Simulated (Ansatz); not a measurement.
WSe2 in space group P6_3/mmc (No. 194; W on 2c, Se on 4f), the program Ansatz at the PBE level (PAW). The conduction-band minimum lies on the K–Γ line, 48 % of the way from K, with 6 equivalent valleys. Second derivatives d²E/dk² of the lowest band at one valley (eV·Å²), along Cartesian directions:

```csv
direction,d²E/dk²
[100],11.59
[010],12.92
[001],9.770
[110],13.41
[101],10.68
[011],11.35
```

**Question.** Find the principal effective masses, the density-of-states mass and the conductivity mass.

**Answer.** Off-diagonal terms follow from H_xy = H[110] − (H_xx + H_yy)/2, and m*/mₑ = 7.620 eV·Å² over each eigenvalue: 0.56, 0.70, 0.78. One valley's DOS mass (m₁m₂m₃)^(1/3) = 0.67, conductivity mass 3/(Σ 1/mᵢ) = 0.67 mₑ.

**Question.** What effective density of states Nc follows at 300 K for parabolic valleys?

**Answer.** Nc = 2.509e19 × 6 × (0.67)^(3/2) ≈ 8.3e19 cm⁻³.

The PBE relaxation kept the symmetry of its start. The run is not spin-polarised. The volume lies over 15 % above that of the usual cell of this phase: another minimum, or an error of the functional. A crystal of weakly bound layers computed without a dispersion correction: the cell and the soft elastic constants depend strongly on that. Spin–orbit coupling is left out wherever it is not named.

Potentials: the later of the program's two PAW sets.

Edges and masses are those of Kohn–Sham bands, whose gap is no quasiparticle gap.
